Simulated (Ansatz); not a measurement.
CdSe:
```
CdSe
1.0
    0.00000     3.00373     3.00373
    3.00373     0.00000     3.00373
    3.00373     3.00373     0.00000
Se Cd
1 1
Direct
  0.75000   0.75000   0.75000
  0.00000   0.00000   0.00000
```

Tensor components refer to the Cartesian frame of this cell.

Q: Give the high-frequency dielectric tensor and the Born effective charge tensors of the independent atoms from DFPT, LDA in the plane-wave PAW code Ansatz.

A: 
ε∞:
```
8.64  0.00  0.00
0.00  8.64  0.00
0.00  0.00  8.64
```
Z* of atom 1 (Se), rows: field, columns: displacement, in e:
```
-2.21   0.00   0.00
 0.00  -2.21   0.00
 0.00   0.00  -2.21
```
Z* of atom 2 (Cd), rows: field, columns: displacement, in e:
```
2.21  0.00  0.00
0.00  2.21  0.00
0.00  0.00  2.21
```

Space group F-43m (zinc blende). The LDA relaxation kept the symmetry of its start. Scalar-relativistic: spin–orbit coupling is off unless named, which matters more the heavier the elements.

Potentials: the later of the program's two PAW sets.
